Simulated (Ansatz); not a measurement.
YN (rock salt, space group No. 225), PBE in the plane-wave PAW code Ansatz. The conduction-band minimum lies at X, with 3 equivalent valleys. Second derivatives d²E/dk² of the lowest band at one valley (eV·Å²), along Cartesian directions:

```
direction  d²E/dk²
---------  -------
[100]        5.901
[010]        69.16
[001]        69.16
[110]        37.58
[101]        37.58
[011]        69.12
```

**Question.** Find the principal effective masses, the density-of-states mass and the conductivity mass.

**Answer.** Off-diagonal terms follow from H_xy = H[110] − (H_xx + H_yy)/2, and m*/mₑ = 7.620 eV·Å² over each eigenvalue: 0.11, 0.11, 1.3. One valley's DOS mass (m₁m₂m₃)^(1/3) = 0.25, conductivity mass 3/(Σ 1/mᵢ) = 0.16 mₑ.

**Question.** What effective density of states Nc follows at 300 K for parabolic valleys?

**Answer.** Nc = 2.509e19 × 3 × (0.25)^(3/2) ≈ 9.4e18 cm⁻³.

Space group Fm-3m (rock salt). The cell was relaxed with PBE under the symmetry of its start. The run is not spin-polarised. Spin–orbit coupling is left out wherever it is not named.

Potentials: the later of the program's two PAW sets.

Edges and masses are those of Kohn–Sham bands, whose gap is no quasiparticle gap.
